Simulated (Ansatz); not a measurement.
Elastic constants of CsH at 0.3 GPa (stress–strain coefficients): input and output

Method: DFT PBEsol, scalar-relativistic, plane waves, PAW (Ansatz).

Launched with:
```bash
ansatz run input.yaml --threads 1 --pin off --max-ram 1228MiB --backend cpu --events-out ev --progress --plain --runs-dir out
```

Input (bare energies are in eV):
```yaml
crystal:
  lattice:
    - [0.0, 3.3758, 3.3758]
    - [3.3758, 0.0, 3.3758]
    - [3.3758, 3.3758, 0.0]
  atoms:
    - { symbol: Cs, position: [0.0, 0.0, 0.0] }
    - { symbol: H, position: [0.25, 0.25, 0.25] }
basis:
  ecutwfc: 420
kpoints:
  mp_grid: { grid: [6, 6, 6] }
hamiltonian:
  xc: pbesol
scf:
  occupations: { method: fixed }
output:
  forces: true
  stress: true
  eigenvalues: true
  polarization: {}
elastic:
  mode: relaxed_ion
  stencil: two_point
```

From the output:
```
--- Elastic constants: 2 strain directions × 2 members + reference (group order 24) ---
  dense FFT box of the reference and of every strained cell: 32×32×32
  strains applied: 11, 23; error gains: componentwise 1.00 (the most a stress slope's error grows in a printed constant), spectral 1.73 (1 for all six strains in a standard setting)
  C = ∂σ_k/∂η_j (tension-positive GPa; Voigt order 11 22 33 23 13 12):
         8.304      7.929      7.929      0.000      0.000      0.000
         7.929      8.304      7.929      0.000     -0.000     -0.000
         7.929      7.929      8.304      0.000     -0.000     -0.000
         0.000      0.000      0.000      2.374      0.000     -0.000
        -0.000     -0.000     -0.000     -0.000      2.374      0.000
         0.000     -0.000     -0.000      0.000      0.000      2.374
  reference stress σ⁰ (GPa):     -0.328     -0.328     -0.328     -0.000      0.000     -0.000
  C* (energy form; C + prestress term) asymmetry max|C*_kj − C*_jk| = 2.665e-15 GPa — a small one proves nothing (zero by symmetry where the batch's group is 432, −43m or m−3m); a large one is finite-difference/SCF noise where every solve ...
  moduli (Voigt/Reuss/Hill, GPa): K = 8.05/8.05/8.05   G = 1.50/0.42/0.96   E = 2.77   ν = 0.443
  mechanically stable: yes (min eigenvalue of sym C = 0.37 GPa)
  e, the proper piezoelectric tensor (elastic.mode: relaxed_ion; C/m²; rows x y z; Voigt order 11 22 33 23 13 12):
       0.00000   -0.00000   -0.00000    0.18435   -0.00000   -0.00000
      -0.00000   -0.00000   -0.00000   -0.00000    0.18435   -0.00000
      -0.00000    0.00000    0.00000   -0.00000   -0.00000    0.18435
  ±, each entry's uncertainty from the finite density of the strings (C/m²), an estimate: the size of the correction for it that the entry includes:
       0.00000    0.00000    0.00000    0.00530    0.00000    0.00000
       0.00000    0.00000    0.00000    0.00000    0.00530    0.00000
       0.00000    0.00000    0.00000    0.00000    0.00000    0.00530
  the group's symmetry takes up to 2.5e-8 C/m² out of the measured responses: error of the strings' finite density and of the mesh across them, as far as it breaks the symmetry (raise kpoints.mp_grid and any string_points); the largest step ...
  strain η (Voigt 11):  stress-route row diagonal C_11 = 8.30 GPa, energy-path curvature d²(F+E_count+ΔE)/dδ²/Ω₀ = 8.30 GPa
         δ    σ_11 (GPa) F (eV) n_scf n_hpsi n_pw
    -2.000e-3      -0.3450       -5601.6439546       7    5874   1524   relax 0 steps, max|allowed force component| 2.73e-17 eV/Å
     2.000e-3      -0.3118       -5601.6445838       7    5884   1524   relax 0 steps, max|allowed force component| 5.48e-17 eV/Å
  strain η (Voigt 23):  stress-route row diagonal C_44 = 2.37 GPa, energy-path curvature d²(F+E_count+ΔE)/dδ²/Ω₀ = 2.54 GPa
         δ    σ_23 (GPa) F (eV) n_scf n_hpsi n_pw
    -2.000e-3      -0.0047       -5601.6442751       2    4665   1524   relax 3 steps, max|allowed force component| 3.24e-8 eV/Å
     2.000e-3       0.0047       -5601.6442751       2    4667   1524   relax 3 steps, max|allowed force component| 3.34e-8 eV/Å
--- Formal polarisation (Berry phase): one branch of a lattice of values; only differences between neighbouring runs are physical ---
  axis mesh electronic ionic p = total spread (rad) least overlap resolved gap  δp at fixed H ≤   (phases in cycles; p mod 1; gap in eV; gap and δp judge the states as solved, not the mesh's step, its ...
  b1    6×6×6          -0.50000000     0.25000000    -0.25000000      0.172331         0.9507        2.7512           1.3e-6
  b2    6×6×6          -0.50000000     0.25000000    -0.25000000      0.172331         0.9507        2.7512           1.3e-6
  b3    6×6×6          -0.50000000     0.25000000    -0.25000000      0.172331         0.9507        2.7512           1.3e-6
  quantum along a1:   0.06204854 e/Å² =    99.412725 µC/cm²
  quantum along a2:   0.06204854 e/Å² =    99.412725 µC/cm²
  quantum along a3:   0.06204854 e/Å² =    99.412725 µC/cm²
  P = ( -0.02193747,  -0.02193747,  -0.02193747) e/Å² = (  -35.147706,   -35.147706,   -35.147706) µC/cm²  (mod the quanta)
```

Time: 71 s on 1 thread of Arm Neoverse N1, with other jobs on the host, peak memory 0.38 GiB.

The cell is the ideal cubic zincblende prototype; this isn't the usual structure of the compound. Spin–orbit coupling is left out, which matters for heavy elements.